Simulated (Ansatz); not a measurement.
**Question.** Volume from LDA minus that from r²SCAN (% of the latter), each on its own relaxed cell (Ansatz, an electronic-structure program, plane waves, PAW; no spin–orbit coupling, no Hubbard U), over 15 phases of the class «oxides of main-group metals»: what sign and size do you expect?

**Answer.** Mean -4.4 %, median -3.6 %, mean absolute 4.4 %; eight in ten lie between -6.7 and -1.9 %, and 0 % are above zero.

Some cases that may be named, with their rank among the 15 from the lowest: As2O3, P2_1/c (Pearson symbol mP20) -12.5 % (rank 1); BiClO, P4/nmm (Bi on 2c, Cl on 2c, O on 2a) -7.5 % (rank 2); MgZn2O3, P-3m1 (Mg on 1a, Zn on 2d, O on 2d, O on 1b) -3.6 % (rank 8); Mg2ZnO3, P-3m1 (Mg on 2d, Zn on 1a, O on 2d, O on 1b) -3.4 % (rank 10); SnO2, rutile -1.9 % (rank 14); SiO2, rutile -1.7 % (rank 15).

The phases are those computed here (of each formula those with measured values and the lowest at some level), not a balanced benchmark, and neither functional is the truth. Pairs that end in unlike spin orders or unlike minima (c/a over 6 % apart, 30 % for weakly bound crystals), magnets with 4f shells, solids of gases and phases set aside for tests are left out.

2 are weakly bound layers, chains or molecules. 1 relaxed far from the usual cell at some level.

Not the usual ambient phase: SiO2, rutile. Relaxed far from the usual cell of the phase: As2O3, P2_1/c (Pearson symbol mP20) with LDA. Standing as an ambient phase not checked: As2O3, P2_1/c (Pearson symbol mP20); BiClO, P4/nmm (Bi on 2c, Cl on 2c, O on 2a); MgZn2O3, P-3m1 (Mg on 1a, Zn on 2d, O on 2d, O on 1b); Mg2ZnO3, P-3m1 (Mg on 2d, Zn on 1a, O on 2d, O on 1b). Weakly bound layers, chains or molecules computed without a dispersion correction, so cells and soft constants are ill determined: As2O3, P2_1/c (Pearson symbol mP20) with LDA; As2O3, P2_1/c (Pearson symbol mP20) with r²SCAN; BiClO, P4/nmm (Bi on 2c, Cl on 2c, O on 2a) with LDA; BiClO, P4/nmm (Bi on 2c, Cl on 2c, O on 2a) with r²SCAN. Perhaps ordered models of mixed-site phases: MgZn2O3, P-3m1 (Mg on 1a, Zn on 2d, O on 2d, O on 1b); Mg2ZnO3, P-3m1 (Mg on 2d, Zn on 1a, O on 2d, O on 1b). All cells were relaxed under the symmetry of their starts (and spin orders); stability against distortions was not tested throughout. Scalar-relativistic: spin–orbit coupling is off unless named, which matters more the heavier the elements.

Potentials: the later of the program's two PAW sets.

Ansatz is a plane-wave DFT program.
